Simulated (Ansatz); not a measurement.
Two states of GdAu2Cl2

```
Cl Gd Au
1.0
     0.00000    4.63191    0.00000
     4.63191    0.00000    0.00000
     2.31595    2.31595   -5.37416
Cl Gd Au
2 1 2
Direct
  0.38000 0.38000 0.24000
  0.62000 0.62000 0.76000
  0.00000 0.00000 0.00000
  0.75000 0.25000 0.50000
  0.25000 0.75000 0.50000
```

The numbers come from plane-wave PAW DFT (Ansatz): PBE, 420 eV, 4×4×4 Γ-centred k points, fermi-dirac occupations (width 0.0172 eV). Nothing was relaxed.

State A: Gd3 along (0.00, 1.00, 0.00) (spinors with spin-orbit coupling). State B: Gd3 along (0.00, 0.00, -1.00) (spinors with spin-orbit coupling).

Q: Compare the two self-consistent states.

A: State B is lower by 1.2 meV an atom at zero smearing. So small a gap isn't resolved on this mesh where a state is a metal.

```json
{"state": "A", "free energy (meV/atom)": "1.2", "largest moment in a small sphere (μB)": "6.34", "net moment (μB/cell)": "6.71", "gap on mesh (eV)": "metal", "pressure (GPa)": "3.0", "largest force (eV/Å)": "0.74"}
{"state": "B", "free energy (meV/atom)": "0.0", "largest moment in a small sphere (μB)": "6.34", "net moment (μB/cell)": "6.70", "gap on mesh (eV)": "metal", "pressure (GPa)": "3.0", "largest force (eV/Å)": "0.74"}
```

Origin: a known structure type with other elements, at an estimated volume, so it need not be a known compound. Caveats: semilocal functionals often miss the gap of such magnets; the k mesh is coarse if the cell is a metal; the SCF threshold is loose for a stress; f shells without a U or exact exchange are poorly placed.
